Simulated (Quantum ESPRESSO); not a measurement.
## B2GeO2N2 (convergence and cost over cutoff and k mesh)

Simulated, not a measurement. The program is pw.x of Quantum ESPRESSO 7.5 (plane-wave density functional theory). The cell is made up: 7 atoms on a wurtzite lattice with one site empty, with randomly drawn elements, strain and displacements, not relaxed. PseudoDojo standard norm-conserving files (v0.5 for PBE, v0.4.1 for LDA and PBEsol) set the functional; there is no spin polarisation, spin-orbit coupling or dispersion term, and the masses in the input are unused placeholders.

Input of the run in row 4:

```
&control calculation='scf', pseudo_dir='./dojo.nc.sr.pbe.v0_5.standard.upf', outdir='./o', disk_io='medium', tprnfor=.true., tstress=.true. /
&system ibrav=0, nat=7, ntyp=4, nbnd=27, ecutwfc=84.00895049, nosym=.true., tot_charge=0,
 occupations='smearing', smearing='fd', degauss=0.0018374661
/
&electrons conv_thr=7.350e-09, electron_maxstep=60, /
ATOMIC_SPECIES
B 1.0 B.upf
Ge 1.0 Ge.upf
N 1.0 N.upf
O 1.0 O.upf
CELL_PARAMETERS angstrom
2.734 0.0 0.0
0.0 4.7354 0.0
0.0 0.0 4.4646
ATOMIC_POSITIONS angstrom
B 0.0371 -0.0423 0.0098
Ge 1.3851 2.349 -0.0647
B -0.0445 3.1828 2.1906
O 0.0216 -0.0388 1.6738
N 1.3001 2.3045 1.7054
N 1.3282 0.7801 3.9281
O -0.0348 3.2151 3.8622
K_POINTS automatic
6 4 4 1 1 1
```

The same cell was run at these settings. Meshes are shifted by half a step, and differences are from the last row, which is itself not exact.

```
cutoff (eV)     k mesh  k points solved  threshold (eV)  free energy less the last row's (eV)  pressure (GPa)  largest stress difference (GPa)  largest force difference (eV/Å)  iterations  wall time (s)  k-point pools              processor
        800  2 x 2 x 2                4           1e-04                                 0.220          -16.69                            39.96                            0.414           8              8              1  AMD EPYC, Zen 5 class
       1143  2 x 2 x 2                4           1e-07                                -0.936           12.62                            10.75                            0.371          13             18              1  AMD EPYC, Zen 5 class
        833  6 x 4 x 4               48           1e-07                                 0.630           -3.17                            17.53                            0.038          13             94              1  AMD EPYC, Zen 5 class
       1143  6 x 4 x 4               48           1e-07                                -0.001           14.31                             0.04                            0.005          13            139              1  AMD EPYC, Zen 5 class
       1437  8 x 6 x 6              144           1e-07                                 0.000           14.32                             0.00                            0.000          13            546              1  AMD EPYC, Zen 5 class
```

Each pool is one process. Wall times include start-up and a band step at six k points, which weighs most on the coarsest meshes. The runs were on shared virtual cores whose load varied, so times are rough.